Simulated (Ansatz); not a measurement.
Polymorphs of RbBr, each relaxed with plane-wave PAW r²SCAN (Ansatz code):

A: CsCl type (Pm-3m)
a = 4.1280 Å, b = 4.1280 Å, c = 4.1280 Å, α = 90.00°, β = 90.00°, γ = 90.00°

```tsv
atom	site	symmetry	x	y	z
Rb	1a	m-3m	0.0000	0.0000	0.0000
Br	1b	m-3m	0.5000	0.5000	0.5000
```

B: rock salt (Fm-3m)
a = b = c = 6.926 Å, α = β = γ = 90.00°

```csv
atom,site,symmetry,x,y,z
Rb,4a,m-3m,0.0000,0.0000,0.0000
Br,4b,m-3m,0.5000,0.5000,0.5000
```

### Question
Rank these by energy per atom at 0 K (lowest first), as r²SCAN gives it.

### Answer
B (+0 meV/atom), A (+23 meV/atom)

### Question
Give each one's gap.

### Answer
A 4.82 eV; B 4.89 eV.

Standing as an ambient phase not checked: A. All cells were relaxed under the symmetry of their starts (and spin orders); stability against distortions was not tested throughout. Scalar-relativistic: spin–orbit coupling is off unless named, which matters more the heavier the elements.

Energies hold the estimated change up to a 700 eV cutoff; steps of a few meV lie near the error of the meshes.

Potentials: the later of the program's two PAW sets.
